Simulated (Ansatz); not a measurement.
SrLi2Ta2O7:
```cif
data_Li2O7SrTa2
_chemical_formula_sum 'Li2 Sr1 Ta2 O7'
_space_group_name_H-M_alt 'P 1'
_space_group_IT_number 1
_cell_length_a 9.50326
_cell_length_b 9.50326
_cell_length_c 9.50326
_cell_angle_alpha 156.059
_cell_angle_beta 156.059
_cell_angle_gamma 34.114
loop_
_space_group_symop_operation_xyz
  'x, y, z'
loop_
_atom_site_label
_atom_site_type_symbol
_atom_site_fract_x
_atom_site_fract_y
_atom_site_fract_z
_atom_site_occupancy
Li1 Li 0.75000 0.25000 0.50000 1
Li2 Li 0.25000 0.75000 0.50000 1
Sr1 Sr 0.00000 0.00000 0.00000 1
Ta1 Ta 0.61472 0.61472 0.00000 1
Ta2 Ta 0.38528 0.38528 0.00000 1
O1 O 0.50000 0.50000 0.00000 1
O2 O 0.10389 0.60389 0.50000 1
O3 O 0.89611 0.39611 0.50000 1
O4 O 0.60389 0.10389 0.50000 1
O5 O 0.39611 0.89611 0.50000 1
O6 O 0.28190 0.28190 0.00000 1
O7 O 0.71810 0.71810 0.00000 1
```

Relaxed with PBEsol. PBEsol (plane waves, PAW; program Ansatz) gives a gap of 2.18 eV.

What gap does HSE06 give on the same cell (Ansatz, PAW)?

3.69 eV, 1.51 eV more. The hybrid was solved on a coarser mesh and at special points; the gap given is the minimum over both.

Cost on shared cores: the PBEsol run (SCF on a 10×10×10 mesh, then bands and DOS) about 6 core-minutes (a rough figure), the HSE06 run (SCF on 6×6×6, then a few points) around 11 core-minutes (rough); the tasks are unlike.

Space group I4/mmm. The workflow started from a Materials Project entry (that database holds measured and hypothetical structures alike); the Crystallography Open Database files this formula in space group No. 139, but the cells were not matched. Its standing as an ambient phase is unchecked. The cell was relaxed with PBEsol under the symmetry of its start; whether a distortion lowers the energy is not shown. No spin polarisation was allowed. Scalar-relativistic: spin–orbit coupling is off unless named, which matters more the heavier the elements.

Potentials: the later of the program's two PAW sets.
